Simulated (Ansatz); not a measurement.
MnI$_{2}$: reading a single point

```yaml
crystal:
  lattice:
    - [4.15070, 0.00000, 0.00000]
    - [-2.07535, 3.59461, 0.00000]
    - [0.00000, 0.00000, 6.80475]
  atoms:
    - { symbol: Mn, position: [0.00000, 0.00000, 0.00000] }
    - { symbol: I, position: [0.33333, 0.66667, 0.25000] }
    - { symbol: I, position: [0.66667, 0.33333, 0.75000] }
```

The numbers come from plane-wave PAW DFT (Ansatz): r2SCAN, no spin polarisation, 500 eV, 9×9×5 Γ-centred k points, fermi-dirac occupations (width 0.1 eV). Nothing was relaxed.

Task: What do density and ELF say about some of the short contacts?

Result: Mn–I at 2.94 Å: least valence density 0.19 e/Å³ and ELF 0.10 there. Both are smooth PAW fields, read partly inside the augmentation spheres.

Task: How is the charge shared?

Result: Bader charges in e: Mn +0.91, I -0.46. In the mean Mn gives up most and I takes most.

Task: What is the formation energy?

Result: 0.42 eV an atom against the elements' usual phases (free molecules for gases, crystals otherwise, with no correction for O₂ or N₂), so at this geometry it isn't bound against them. Relaxing would lower it.

Task: Which atom feels the largest force, and which way?

Result: The largest is on I3 (and as large on other atoms): 1.54 eV/Å, components (0.00, 0.00, 1.54). It makes 55° with the line to a nearest neighbour, Mn1 at 2.94 Å.

Task: Is there a gap?

Result: It is a metal, with about 7.9 states/eV a cell as the mean within 0.25 eV of the Fermi level, mostly Mn d (93 %).

Task: What does the stress say?

Result: The pressure is -7.1 GPa (compression positive), so with the atoms held at these fractions the cell would first shrink; the forces are large, so a full relaxation may end otherwise.

Origin: a database entry at a rescaled volume. Caveats: no spin polarisation, so a magnetic state may lie lower; the Fermi level lies in a narrow band between gaps, which spin or distortion may split; atoms or cell far from equilibrium.
